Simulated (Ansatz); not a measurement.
Frames from the relaxation of a relaxed Sc3In cell with every coordinate shifted by Gaussian noise of σ = 0.3 Å, as extended XYZ (Å, eV, eV/Å, GPa with compression positive). These are r2SCAN (plane waves to 500 eV, PAW, scalar-relativistic; Ansatz, an electronic-structure program) values and carry that method's errors. Γ-centred k-mesh 7×7×7 on the run's cell (coarser than for final values), Fermi–Dirac smearing 0.05 eV.

```xyz
4
Lattice="4.5255 0.0000 0.0000 0.0000 4.5255 0.0000 0.0000 0.0000 4.5255" Properties=species:S:1:pos:R:3:forces:R:3 pbc="T T T" step=1 free_energy=-12033.813 pressure=5.3 accepted=T
Sc     1.9433     2.3203    -0.1598    0.4948   -0.3323    1.7958
Sc    -0.2776     2.5031     2.4019    0.5233   -1.8835   -2.0079
Sc     2.1801     0.0185     2.5271   -1.1433    0.6063   -2.0261
In    -0.1874    -0.1272    -0.2382    0.1252    1.6094    2.2382
4
Lattice="4.5591 -0.0090 0.0113 -0.0090 4.5359 0.0155 0.0113 0.0155 4.5301" Properties=species:S:1:pos:R:3:forces:R:3 pbc="T T T" step=2 free_energy=-12034.832 pressure=-0.2 accepted=T
Sc     2.0054     2.3088     0.0046    0.2646   -0.0368    0.2015
Sc    -0.2269     2.3930     2.2886    0.0572   -0.4320   -0.1981
Sc     2.1098     0.0612     2.3673   -0.2187    0.0122   -0.6044
In    -0.2007    -0.0291    -0.0995   -0.1030    0.4568    0.6014
4
Lattice="4.5288 0.0011 -0.0023 0.0011 4.5092 -0.0056 -0.0023 -0.0056 4.5098" Properties=species:S:1:pos:R:3:forces:R:3 pbc="T T T" step=3 free_energy=-12034.935 pressure=0.4 accepted=T
Sc     2.0381     2.3034     0.0056    0.0630   -0.0266   -0.0381
Sc    -0.2132     2.3180     2.2642   -0.0375   -0.1303   -0.0741
Sc     2.0522     0.0450     2.2616   -0.0251    0.0260   -0.0449
In    -0.2171     0.0268    -0.0237   -0.0004    0.1311    0.1572
```

The path has 5 moves and ends in Pm-3m (No. 221) (Cu3Au type), 0.28 eV/atom below its start. Free energies are of the whole cell and compare only within this code, potentials and settings.  No spin polarisation in the result. A magnetic state may lie lower.

The cell that was disturbed is our relaxation of an entry of Materials Project.
